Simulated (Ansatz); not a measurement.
SiGe$_{3}$:
```
CELL_PARAMETERS angstrom
      3.96671     0.00000     0.00000
      0.00000     3.96671     0.00000
      0.00000     0.00000     5.60008
ATOMIC_POSITIONS crystal
  Si 0.00000 0.00000 0.00000
  Ge 0.50000 0.00000 0.24435
  Ge 0.50000 0.50000 0.50000
  Ge 0.00000 0.50000 0.75565
```

Relaxed with r²SCAN. Special points in fractions of this cell's reciprocal vectors: Γ (0.000, 0.000, 0.000); X (0.000, 0.500, 0.000); M (0.500, 0.500, 0.000); Z (0.000, 0.000, 0.500); R (0.000, 0.500, 0.500); A (0.500, 0.500, 0.500).

Question: List the band energies nearest the valence-band maximum at these points for r²SCAN (plane waves, PAW; program Ansatz).

Answer: In eV from the valence-band maximum; about four levels below and three above (degenerate sets whole), none deeper than 8.9 eV; points with the same levels are listed once.

```json
[
 {"k": "Γ", "below": "-3.20 -3.20 -0.04 0.00 0.00", "above": "0.91 0.96 1.35"},
 {"k": "X", "below": "-4.01 -3.92 -1.71 -1.41", "above": "2.23 2.55 4.96"},
 {"k": "M", "below": "-3.24 -3.17 -3.17 -3.10", "above": "0.72 0.91 0.91"},
 {"k": "Z", "below": "-2.26 -2.26 -1.97 -1.97", "above": "1.03 1.43 3.18"},
 {"k": "R", "below": "-1.63 -1.45 -1.41 -1.27", "above": "0.56 1.05 3.66"},
 {"k": "A", "below": "-4.09 -4.04 -4.02 -4.02", "above": "4.66 4.66 4.82"}
]
```

Space group P-4m2. The start of the workflow was typed in or built on a structure type; neither database checked (COD, Materials Project) lists it. Its standing as an ambient phase is unchecked. The r²SCAN relaxation kept the symmetry of its start; whether a distortion lowers the energy is not shown. Scalar-relativistic: spin–orbit coupling is off unless named, which matters more the heavier the elements.

Potentials: the earlier of the program's two PAW sets.
